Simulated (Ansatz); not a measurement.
CdS:
```cif
data_Cd2S2
_chemical_formula_sum 'Cd2 S2'
_space_group_name_H-M_alt 'P63mc'
_space_group_IT_number 186
_space_group_name_Hall 'P 6c -2c'
_cell_length_a 4.07342
_cell_length_b 4.07342
_cell_length_c 6.63879
_cell_angle_alpha 90.000
_cell_angle_beta 90.000
_cell_angle_gamma 120.000
loop_
_atom_site_label
_atom_site_type_symbol
_atom_site_symmetry_multiplicity
_atom_site_Wyckoff_symbol
_atom_site_fract_x
_atom_site_fract_y
_atom_site_fract_z
_atom_site_occupancy
Cd1 Cd 2 b 0.66667 0.33333 0.00060 1
S1 S 2 b 0.33333 0.66667 0.12460 1
```

Relaxed with LDA.

Task: Decompose the optical modes at the zone centre into irreducible representations, and say which are infrared and Raman allowed.

Result: Point group 6mm: Γ_opt = A1 + 2B1 + E1 + 2E2. Infrared: A1, E1. Raman: A1, E1, E2.

Task: Assign frequencies (DFPT, LDA (plane waves, PAW; program Ansatz); without the LO–TO term).

Result: E2 42, B1 137, A1 241, E1 248, E2 261, B1 307 cm⁻¹.

Subscripts of B labels follow the axes of the standard setting.

Space group P6_3mc (wurtzite). The LDA relaxation kept the symmetry of its start; phonons on a q-mesh show no instability.

Potentials: the later of the program's two PAW sets.
